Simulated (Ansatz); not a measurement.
## Fields on a plane of Sn (diamond)

```yaml
crystal:
  lattice:
    - [0.00000, 3.27002, 3.27002]
    - [3.27002, 0.00000, 3.27002]
    - [3.27002, 3.27002, 0.00000]
  atoms:
    - { symbol: Sn, position: [0.50000, 0.50000, 0.50000] }
    - { symbol: Sn, position: [0.75000, 0.75000, 0.75000] }
```

The slice is a {110} plane (indices of the conventional cell) through the point (0.750, 0.750, 0.750) (fractional), spanned by u = [100] and v = [1 -1 -1] in vectors of this cell: u (4.62 Å) and v (6.54 Å, at 90° to u). It covers one period; positions are fractions (u, v).

Atoms on it: Sn at (0.50, 0.25); Sn at (0.00, 0.00).

Level of theory: PBEsol (plane waves to 420 eV, PAW, scalar-relativistic; Ansatz, an electronic-structure program). k mesh 12×12×12. Near the nuclei the fields are pseudised (PAW); where an atom keeps semicore shells as valence, they peak there. Sn was relaxed with its symmetry unable to fall.

```
|xxxx1133555566664433333344666655553311xx|
|xx11224455555544331111113344555555442211|
|3333445555555533110000001133555555554433|
|4455555555553322110000000022335555555555|
|5555555555442211000000000011224455555555|
|6666665544221100000000000000112244556666|
|5555443322110000000000000000001122334455|
|3333221111000000000000000000000011112233|
|1111110000000000000000000000000000001111|
|0000000000000000000000000000000000000000|
|0000000000000000000000000000000000000000|
|0000000000000000111111111100000000000000|
|0000000000001111223333332211110000000000|
|0000000000112233445555554433221100000000|
|0000000011224455666666666655442211000000|
|0000001122445555555555555555554422110000|
|0000112233555555555544555555555533220000|
|0000113355555555443333334455555555331100|
|11113344555555442211xx112244555555443311|
|333344666655553311xxxxxx1133555566664433|
|5555667777555533xxxxxxxxxx33555577776655|
|666677888866553300xxxxxx0033556688887766|
|55556688998855442211xx112244558899886655|
|4455556699997755443333334455779999665555|
|3333445577999966555544555566999977554433|
|xx11224455889988665555556688998855442211|
|xxxx0033556688887766666677888866553300xx|
|xxxxxx335555777766555555667777555533xxxx|
```
Scale: ten equal steps from 0.01 (start of '0') to 0.64 (end of '9'), in the order '0123456789'. Values: electron localisation function (ELF). The map has 20 points along u (two characters each, u = 0 at the left) and 28 along v (v = 0 in the bottom row). Points within 0.5 Å of a nucleus are blanked (x), as the pseudised field means little there.

| v \ u | 0.00 | 0.10 | 0.20 | 0.30 | 0.40 | 0.50 | 0.60 | 0.70 | 0.80 | 0.90 |
|---|---|---|---|---|---|---|---|---|---|---|
| 0.86 | -0.2 | -0.4 | -0.8 | -1.2 | -1.6 | -1.8 | -1.6 | -1.2 | -0.8 | -0.4 |
| 0.71 | -1.2 | -1.3 | -1.5 | -1.7 | -1.9 | -2.0 | -1.9 | -1.7 | -1.5 | -1.3 |
| 0.57 | -1.9 | -1.9 | -1.8 | -1.6 | -1.5 | -1.4 | -1.5 | -1.6 | -1.8 | -1.9 |
| 0.43 | -1.9 | -1.7 | -1.4 | -1.0 | -0.7 | -0.5 | -0.7 | -1.0 | -1.4 | -1.7 |
| 0.29 | -1.2 | -1.1 | -0.8 | -0.2 | 0.7 | 1.1 | 0.7 | -0.2 | -0.8 | -1.1 |
| 0.14 | -0.2 | -0.3 | -0.5 | -0.4 | 0.0 | 0.3 | 0.0 | -0.4 | -0.5 | -0.3 |
| 0.00 | 1.2 | 0.8 | -0.2 | -0.7 | -1.0 | -1.0 | -1.0 | -0.7 | -0.2 | 0.8 |

Values: log₁₀ of the valence density in e/Å³. The scale is logarithmic, as a density can span decades between atoms and voids.

| Property | Value |
|---|---|
| Density on the Sn–Sn line (2.83 Å) at its midpoint | 0.35 e/Å³ |
| ELF at that point | 0.6 |
| ELF maximum in the middle third of the Sn–Sn line | 0.64, 1.4 Å from Sn |
